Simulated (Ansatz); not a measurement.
## Stress against strain in Ge

```
CELL_PARAMETERS angstrom
0.00000 2.82877 2.82877
2.82877 0.00000 2.82877
2.82877 2.82877 0.00000
ATOMIC_POSITIONS crystal
Ge 0.50000 0.50000 0.50000
Ge 0.75000 0.75000 0.75000
```

Atoms are numbered in the order listed.

Structure: COD 9011050, as refined from experiment and not relaxed.

All numbers below come from Ansatz 0.2.0, DFT, LDA, all-electron LAPW, scalar-relativistic.

The runs use a Γ-centred 10×10×10 k mesh, Fermi–Dirac smearing of 0.05 eV, basis error target 0.25 meV/atom, no spin polarisation.

The strain is applied along the Cartesian axes of the cell as listed (the other components stay zero). Fractional coordinates are held (clamped ions).

σ is the change of stress from the unstrained cell, which is at -1.26 GPa; tension is positive, so slopes are stress–strain coefficients at that pressure. In a metal the k mesh adds noise.

Only quantities that a quadratic follows smoothly over the whole series are listed; rougher ones are left out.

```tsv
εxx = εyy	σzz (GPa)	σxx (GPa)
-0.0300	-2.93	-5.42
-0.0200	-1.82	-3.41
0.0000	0.00	0.00
0.0100	0.78	1.47
0.0200	1.46	2.78
0.0300	2.07	3.94
```

Fit the series and read off the stiffness at zero strain.

Least-squares fits y = p0 + p1 x + p2 x² to the rows give σzz (GPa): p1 = 82.9, p2 = -480; σxx (GPa): p1 = 156, p2 = -820. So 2 C12 = 83 GPa and C11 + C12 = 156 GPa.

One run, at εxx = εyy = -0.0100, is withheld. Predict its row.

The fits give -0.87, -1.63; the run gave -0.86, -1.62.
